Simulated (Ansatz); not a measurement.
Relaxed candidate structures of ZnO:

A. Pm-3n (No. 223), cP12; a = b = c = 5.5770 Å, α = β = γ = 90.00°; Zn 6c (0.000, 0.500, 0.250); O 6d (0.000, 0.250, 0.500)

B. P4₂/mnm (No. 136), tP8; a = b = 5.516 Å, c = 3.240 Å, α = β = γ = 90.00°; Zn 4g (0.182, 0.182, 0.500); O 4f (0.318, 0.318, 0.000)

C. P6₃mc (No. 186), hP4, wurtzite type; a = 3.230 Å, b = 3.230 Å, c = 5.214 Å, α = 90.00°, β = 90.00°, γ = 120.00°; Zn 2b (0.667, 0.333, 0.009); O 2b (0.333, 0.667, 0.130)

Question: Put the candidates in order of energy per atom, lowest first, for PBEsol (plane waves to 420 eV, PAW, scalar-relativistic; Ansatz, a first-principles code).

Answer: C (reference, the lowest of the structures calculated here), B (+31 meV/atom), A (+89 meV/atom)

Question: Give each candidate's band gap.

Answer: No candidate is metallic. A: 1.02 eV (no spin-orbit coupling); B: 0.70 eV (no spin-orbit coupling); C: 0.70 eV (no spin-orbit coupling).

 3 generated cells of layers, chains or molecules, poorly bound without dispersion, are left out. Each run could gain symmetry but not lose that of its start, so entries can be saddle points. From databases, or of a type measured for this composition: P4₂/mnm, tP8; P6₃mc, hP4, wurtzite type; the others are generated cells (placed on structure types, drawn at random, substituted or restacked) that were not matched to a known phase here. Energies are at zero temperature and pressure, without zero-point motion. No spin polarisation in the result. Gaps of cells over 8 atoms come from the SCF mesh and high-symmetry points alone.
